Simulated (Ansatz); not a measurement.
GaO in space group P6_3/mmc (No. 194; Ga on 4f, O on 4f), the program Ansatz at the r²SCAN+D4 level (PAW). The conduction-band minimum lies at Γ, with 1 equivalent valley. Second derivatives d²E/dk² of the lowest band at one valley (eV·Å²), along Cartesian directions:

```json
[
 {"direction": "[100]", "d²E/dk²": "26.96"},
 {"direction": "[010]", "d²E/dk²": "26.96"},
 {"direction": "[001]", "d²E/dk²": "41.28"},
 {"direction": "[110]", "d²E/dk²": "26.96"},
 {"direction": "[101]", "d²E/dk²": "34.14"},
 {"direction": "[011]", "d²E/dk²": "34.14"}
]
```

Q: Find the principal effective masses, the density-of-states mass and the conductivity mass.

A: Off-diagonal terms follow from H_xy = H[110] − (H_xx + H_yy)/2, and m*/mₑ = 7.620 eV·Å² over each eigenvalue: 0.18, 0.28, 0.28. One valley's DOS mass (m₁m₂m₃)^(1/3) = 0.25, conductivity mass 3/(Σ 1/mᵢ) = 0.24 mₑ.

Q: What effective density of states Nc follows at 300 K for parabolic valleys?

A: Nc = 2.509e19 × 1 × (0.25)^(3/2) ≈ 3.1e18 cm⁻³.

The start of the workflow was typed in or built on a structure type; neither database checked (COD, Materials Project) lists it. Whether it is the stable phase at ambient conditions was not checked. The cell was relaxed with r²SCAN+D4 under the symmetry of its start; its stability against distortions is not shown here. Scalar-relativistic: spin–orbit coupling is off unless named, which matters more the heavier the elements.

Potentials: the earlier of the program's two PAW sets.

Edges and masses are those of Kohn–Sham bands, whose gap is no quasiparticle gap.
